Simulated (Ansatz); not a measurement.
A geometry of Pt away from equilibrium: step 12 of the relaxation of a randomly generated symmetric cell of Pt (space group No. 71). The numbers are results of PBEsol (plane waves to 420 eV, PAW, scalar-relativistic; Ansatz, a quantum-chemistry and plane-wave program), not measurements. Γ-centred k-mesh 19×19×19 on the run's cell (coarser than for final values), Fermi–Dirac smearing 0.05 eV.

```xyz
1
Lattice="-1.3576 1.3745 1.9966 1.3576 -1.3745 1.9966 1.3576 1.3745 -1.9966" Properties=species:S:1:pos:R:3:forces:R:3 pbc="T T T" free_energy=-12383.822 pressure_GPa=2.8
Pt     0.0000     0.0000     1.9966    0.0000    0.0000    0.0000
```

Positions in Å, forces in eV/Å, free energy of the cell in eV (comparable only within this code, potentials and settings). Largest force: all forces are below 0.005 eV/Å; the geometry lies 0.01 eV/atom above the end of its relaxation.

No spin polarisation in the result.

The run could not lose the symmetry of its start.
